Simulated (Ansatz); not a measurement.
Values for one crystal, relaxed and computed with r²SCAN (plane waves, PAW; program Ansatz); other levels are named.

- Volume per atom = 10.41 Å³
- Electronic character = metallic (no gap)
- Density of states at the Fermi level = 0.53 states/eV per atom (mean over ±0.08 eV)
- Formation energy from the elements (no fitted shifts) = -0.43 eV/atom

Question: Which compound is it?
(A) Hf3Cu4Si2, P-62m (Hf on 3g, Si on 2c, Cu on 3f, Cu on 1b)
(B) SiNi3, Cu3Au type
(C) YSiNi4, Cmmm (Y on 2a, Si on 2c, Ni on 4i, Ni on 4f)
(D) AlSiMo6, Pm-3 (Al on 1b, Si on 1a, Mo on 6f)

Answer: B, SiNi3, Cu3Au type

Space group Pm-3m (Cu3Au type). Symmetry was held in the r²SCAN relaxation. No spin polarisation was allowed. The references are the lowest solids computed at this level, not always the standard phases.

Potentials: the earlier of the program's two PAW sets.
